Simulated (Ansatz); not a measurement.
GaCuSe2:
```cif
data_Cu2Ga2Se4
_chemical_formula_sum 'Cu2 Ga2 Se4'
_space_group_name_H-M_alt 'P 1'
_space_group_IT_number 1
_cell_length_a 6.79484
_cell_length_b 6.79484
_cell_length_c 6.79484
_cell_angle_alpha 131.609
_cell_angle_beta 131.609
_cell_angle_gamma 70.848
loop_
_space_group_symop_operation_xyz
  'x, y, z'
loop_
_atom_site_label
_atom_site_type_symbol
_atom_site_fract_x
_atom_site_fract_y
_atom_site_fract_z
_atom_site_occupancy
Cu1 Cu 0.75000 0.25000 0.50000 1
Cu2 Cu 0.00000 0.00000 0.00000 1
Ga1 Ga 0.25000 0.75000 0.50000 1
Ga2 Ga 0.50000 0.50000 0.00000 1
Se1 Se 0.11683 0.12500 0.49183 1
Se2 Se 0.63317 0.62500 0.50817 1
Se3 Se 0.37500 0.88317 0.00817 1
Se4 Se 0.87500 0.36683 0.99183 1
```

This is the PBEsol-relaxed structure.

Problem. All from DFT-PBEsol in the program Ansatz with PAW potentials, unless another level is named. Estimate the formation energy from the elements (no fitted shifts).

Solution. -44 kJ/mol-atom.

Problem. What about the hole effective mass?

Solution. 0.018, 0.61, 0.61 mₑ (principal values).

Problem. Give the gap with spin–orbit coupling.

Solution. 0.08 eV.

Problem. Next, the electron effective mass?

Solution. 0.017, 0.027, 0.027 mₑ (principal values).

Problem. And the HSE06 gap on the PBEsol cell?

Solution. 1.35 eV.

Problem. What about the valence-band maximum?

Solution. at Γ.

Space group I-42d (chalcopyrite). Symmetry was held in the PBEsol relaxation. No spin polarisation was allowed. The references are the lowest solids computed at this level, not always the standard phases. Spin–orbit coupling is left out wherever it is not named.

Potentials: the later of the program's two PAW sets.
